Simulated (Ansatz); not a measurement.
La (dhcp (α-La type), P6_3/mmc) at seven volumes, PBE+D3(BJ) in the plane-wave PAW code Ansatz, shape and atoms relaxed at each. One row is withheld.

| V (Å³/atom) | P (GPa) |
|---|---|
| 31.172 | 2.79 |
| 32.199 | 1.75 |
| 33.227 | 0.82 |
| 34.255 | 0.00 |
| 35.282 | -0.72 |
| 36.310 | ? |
| 37.337 | -1.96 |

Task: Fit the shown pressures and predict the withheld one.

Result: P = (3/2)B₀(x^(7/2) − x^(5/2))[1 + (3/4)(B′ − 4)(x − 1)] with x = (V₀/V)^(2/3). Least squares on the six rows gives V₀ = 34.258 Å³/atom, B₀ = 25.8 GPa, B′ = 2.91. At V = 36.310, x = 0.9620 and P = -1.38 GPa. The run itself gave -1.37 GPa.

Symmetry was held in the PBE+D3(BJ) relaxation. The pairwise dispersion correction was not fitted to metals. Scalar-relativistic: spin–orbit coupling is off unless named, which matters more the heavier the elements.

Potentials: the later of the program's two PAW sets.
